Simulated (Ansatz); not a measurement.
Method: Ansatz, DFT PBE, scalar-relativistic, plane waves, PAW. Settings of the last relaxation (5-atom cell): 420 eV, 12×12×8 k points, Gaussian smearing of 0.10 eV, collinear spin.

The zero of energy is the elements' standard structures at the same level (O₂ as a molecule); no fitted shifts are applied.

Q: Find a candidate orthorhombic metal made of Gd and O, with a formation energy near −1.27 eV/atom, a density near 5.50 g/cm³ and a net moment near 1.2 μB per atom, in a cell of 5 atoms. Its symmetry should be Cmmm (No. 65).

A: GdO₄, space group Cmmm (No. 65). Gd is surrounded by 2 O at 2.23 Å and 8 O at 2.54–2.56 Å; O on a site of symmetry m2m is surrounded by 2 O at 1.93 Å, 1 Gd at 2.23 Å and 2 Gd at 2.54 Å; O on a site of symmetry 2mm has 1 O at 1.31 Å, 1 O at 2.42 Å and 2 Gd at 2.56 Å.

```
Gd O
1.0
     1.86488   -3.95869    0.00000
     1.86488    3.95869    0.00000
     0.00000    0.00000    4.52238
Gd O
1 4
Direct
  0.50000 0.50000 0.50000
  0.78172 0.21828 0.50000
  0.21828 0.78172 0.50000
  0.17598 0.17598 0.00000
  0.82402 0.82402 0.00000
```

| Quantity | Value |
| --- | --- |
| Volume per atom | 13.35 Å³ |
| Density | 5.50 g/cm³ |
| Formation energy | −1.27 eV/atom |
| Gap on the 12×12×8 mesh of the 5-atom cell | 0 eV (a metal) |
| Net moment per atom | 1.17 μB |
| Moment by site | Gd 6.7; O -0.3 (×2) μB |

It was reached by relaxing an invented guess, and it needn't be the stable form of this composition. The answer needn't be unique; the calculation gave this one.

In such compounds of Gd a zero gap at this level may well be an artefact, since no Hubbard U is applied. Another magnetic order may lie lower. Symmetry constrained the relaxation, so the result can be a saddle point. Another cell of GdO4 relaxed alike, in R-3m, lies 91 meV/atom lower, so this cell isn't the stable form at this level. Site moments count only spheres around the atoms; the net moment includes the space between them.
